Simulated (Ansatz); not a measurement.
Theory: Ansatz, DFT PBE, scalar-relativistic, plane waves, PAW. Cutoff 420 eV, Γ-centred meshes of about 0.25 Å⁻¹ or finer for metals and 0.3 Å⁻¹ for insulators (2π included), Gaussian smearing. No spin polarisation.

Temperature and zero-point effects are left out.

Two relaxed structures of CdSe₄:

A.

```cif
data_structure
_symmetry_space_group_name_H-M 'I4/mmm'
_symmetry_Int_Tables_number 139
_cell_length_a 5.0500
_cell_length_b 5.0500
_cell_length_c 10.9102
_cell_angle_alpha 90.000
_cell_angle_beta 90.000
_cell_angle_gamma 90.000
_cell_volume 278.24
loop_
_atom_site_label
_atom_site_type_symbol
_atom_site_symmetry_multiplicity
_atom_site_Wyckoff_symbol
_atom_site_fract_x
_atom_site_fract_y
_atom_site_fract_z
_atom_site_occupancy
Cd1 Cd 2 b 0.50000 0.50000 0.00000 1
Se1 Se 8 g 0.50000 0.00000 0.35403 1
```

B.

```cif
data_structure
_symmetry_space_group_name_H-M 'I4/m'
_symmetry_Int_Tables_number 87
_cell_length_a 8.2015
_cell_length_b 8.2015
_cell_length_c 4.5080
_cell_angle_alpha 90.000
_cell_angle_beta 90.000
_cell_angle_gamma 90.000
_cell_volume 303.23
loop_
_atom_site_label
_atom_site_type_symbol
_atom_site_symmetry_multiplicity
_atom_site_Wyckoff_symbol
_atom_site_fract_x
_atom_site_fract_y
_atom_site_fract_z
_atom_site_occupancy
Cd1 Cd 2 a 0.00000 0.00000 0.00000 1
Se1 Se 8 h 0.18766 0.27880 0.00000 1
```

Problem. Which would you expect to be lower, and how large is the difference?

Solution. B is lower, by 48 meV/atom. A has space group I4/mmm (No. 139), 27.8 Å³/atom and no gap on its mesh; B has space group I4/m (No. 87), 30.3 Å³/atom and no gap. Counting Se atoms around Cd (those within 1.25 times the shortest such distance or 1.15 times the sum of covalent radii, 1.27 where that leaves under three), A has Cd 8 and B has Cd 4. A holds Se–Se pairs (shortest 2.27 Å); B holds Se–Se chains (shortest 2.52 Å). The lower one is the more open, so pressure narrows the difference. Both come from trial cells of a structure search, whose lowest cell (P1, 31.0 Å³/atom) lies 65 meV/atom below the lower of the two.

Cells relaxed within their symmetry can be saddle points. Some candidate types were left out of the draw beforehand, so a known form may be missing.
